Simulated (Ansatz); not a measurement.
# V2N3: random displacements

Level of theory: Ansatz, DFT PBEsol, scalar-relativistic, plane waves, PAW. The runs took a 420 eV cutoff, a Γ-centred 18×18×8 mesh and Gaussian smearing (0.15 eV). No spin polarisation. Energies are free energies at this smearing, counted from the undisturbed cell; pressure is positive in compression.

The starting cell (relaxed at this level; it needn't be the usual structure):

```
V N
1.0
     2.77979    0.00000    0.00000
    -1.38989    2.40737    0.00000
     0.00000    0.00000    6.19635
V N
2 3
Direct
  0.66667 0.33333 0.30212
  0.33333 0.66667 0.69788
  0.00000 0.00000 0.50000
  0.00000 0.00000 0.10744
  0.00000 0.00000 0.89256
```

After a displacement of all atoms with no net shift and a strain of the cell, the run gives ΔE = 10.0 meV/atom; stress (xx, yy, zz, yz, xz, xy; compression positive) (4.00, 3.87, 8.11, 0.60, 2.27, 0.63) GPa.

```csv
atom,Fx (eV/Å),Fy,Fz
V1,0.078,-0.067,-0.354
V2,0.079,0.344,0.377
N3,-0.266,0.141,0.013
N4,0.316,0.107,0.620
N5,-0.207,-0.525,-0.656
```

Which displacements (Å, in the unstrained cell) and strain were applied?

| atom | ux | uy | uz |
| --- | --- | --- | --- |
| V1 | -0.01 | 0.00 | 0.01 |
| V2 | 0.01 | -0.02 | -0.01 |
| N3 | 0.02 | -0.02 | 0.00 |
| N4 | -0.04 | 0.00 | -0.01 |
| N5 | 0.02 | 0.04 | 0.01 |
Strain (Voigt, engineering shear): (-0.0063, -0.0018, -0.0056, -0.0088, -0.0169, -0.0041).

Cost: 1 run of about 1.8 core-minutes, on Oxide Virtual Turin-like Processor (Zen 5) (shared hosts).